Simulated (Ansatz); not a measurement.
A geometry of RbAu away from equilibrium: the start of the relaxation of a generated cell, RbAu built in the AFLOW prototype AB_cP8_198_a_a (B20, as in FeSi). Computed with r2SCAN (plane waves to 500 eV, PAW, scalar-relativistic; Ansatz, a first-principles code). Γ-centred k-mesh 5×5×5 on the run's cell (coarser than for final values), Fermi–Dirac smearing 0.05 eV.

```xyz
8
Lattice="6.5156 0.0000 0.0000 0.0000 6.5156 0.0000 0.0000 0.0000 6.5156" Properties=species:S:1:pos:R:3 pbc="T T T"
Rb     0.8895     0.8895     0.8895
Rb     4.1473     2.3683     5.6261
Rb     5.6261     4.1473     2.3683
Rb     2.3683     5.6261     4.1473
Au     5.4888     5.4888     5.4888
Au     2.2310     4.2847     1.0269
Au     1.0269     2.2310     4.2847
Au     4.2847     1.0269     2.2310
```

**Question.** Predict the force on each atom, in eV/Å.

**Answer.** 
| atom | Fx | Fy | Fz |
|---|---|---|---|
| Rb1 | 0.22 | 0.22 | 0.22 |
| Rb2 | 0.22 | -0.22 | -0.22 |
| Rb3 | -0.22 | 0.22 | -0.22 |
| Rb4 | -0.22 | -0.22 | 0.22 |
| Au5 | 0.01 | 0.01 | 0.01 |
| Au6 | 0.01 | -0.01 | -0.01 |
| Au7 | -0.01 | 0.01 | -0.01 |
| Au8 | -0.01 | -0.01 | 0.01 |

**Question.** What is the pressure?

**Answer.** +0.6 GPa, compression positive.

**Question.** How much energy per atom can still be gained by relaxing?

**Answer.** 0.03 eV/atom; the path ends in P2₁3 (No. 198) (AFLOW prototype AB_cP8_198_a_a (B20, as in FeSi)).

No spin polarisation in the result.

The run could not lose the symmetry of its start, so the end can be a saddle point.

The end of the path is a generated cell of RbAu: the first start was made by placing the elements on the sites of a structure type, and the end was not matched to a known phase here, so it may be hypothetical. Known forms of RbAu include space group No. 221.
